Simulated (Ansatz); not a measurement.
**Sr (Im-3m): electronic heat capacity and spin susceptibility from the density of states**

Method: Ansatz, DFT r2SCAN, scalar-relativistic, plane waves, PAW.

Settings: cutoff 500 eV, Γ-centred mesh 12×12×12 on the computed 1-atom cell, Gaussian smearing of 0.10 eV; no spin polarisation.

Relaxed cell: Im-3m, a = 4.809 Å, b = 4.809 Å, c = 4.809 Å, α = 90.00°, β = 90.00°, γ = 90.00°, 1 atom in the primitive cell. This bcc form isn't the element's structure at ambient conditions.

The density of states at the Fermi level is 0.746 states/eV in the cell of 1 atom (1 formula unit; both spins, tetrahedra on a 18×18×18 mesh).

**Question.** What Sommerfeld coefficient and Pauli susceptibility does this give?

**Answer.** Per formula unit N(E_F) = 0.746 states/eV. γ = (π²/3) k_B² N(E_F) N_A = 2.357 mJ/(mol K²) per state/eV, so γ = 1.8 mJ/(mol K²), a mole of formula units. χ_P = μ_B² N(E_F) N_A = 3.23×10⁻⁵ emu/mol per state/eV gives 2.4×10⁻⁵ emu/mol. This is the bare band result: a measured γ of the same phase is as a rule larger by a factor 1 + λ from phonons and spin fluctuations, the spin part of χ is larger by the Stoner factor, and a measured χ also holds orbital and core terms. N(E_F) at one energy is sensitive to the mesh where the density of states has sharp peaks.

Cost: 1 run of about 0.4 core-minutes, on Arm Neoverse V1 (shared hosts).